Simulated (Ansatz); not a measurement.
Relaxed Te (trigonal-Te type, space group P3_121):

```
CELL_PARAMETERS angstrom
      4.62355     0.00000     0.00000
     -2.31177     4.00411     0.00000
      0.00000     0.00000     5.90437
ATOMIC_POSITIONS crystal
  Te 0.25344 0.00000 0.33333
  Te 0.00000 0.25344 0.66667
  Te 0.74656 0.74656 0.00000
```

Two-dimensional scan of atom 1 (Te, nearest neighbour Te at 2.827 Å; its periodic images, 4.6 Å or more away, move with it): u runs along (0.707, 0.707, 0.000), v along (0.000, 0.000, 1.000) (Cartesian). Cell and other atoms are fixed.

These are r2SCAN (plane waves to 500 eV, PAW, scalar-relativistic; Ansatz, a first-principles code) values and carry that method's errors. k mesh 7×7×5 (Γ-centred), Fermi-Dirac smearing 0.05 eV. E stands for the smeared free energy. As the smearing reaches across the gap at some points, energies and forces of such displacements shift with the k mesh and the smearing. Spin-orbit coupling is left out, though Te is heavy. Te was relaxed with its symmetry unable to fall. The PAW data are Ansatz's earlier set. The zero of ΔE is the undisplaced structure. Axes are in Å.

The scan covers u from -0.420 to 0.420 Å in 5 points and v from -0.420 to 0.420 Å in 5 points.

Q: In which direction of the plane is the atom held most weakly?

A: 164° from u towards v.

Q: What are the two principal curvatures of the energy at the centre?

A: 3.2 and 6.0 eV/Å².

(A displaced cell: forces are minus the slopes of the energy, force constants its curvatures, and phonons follow from these.)
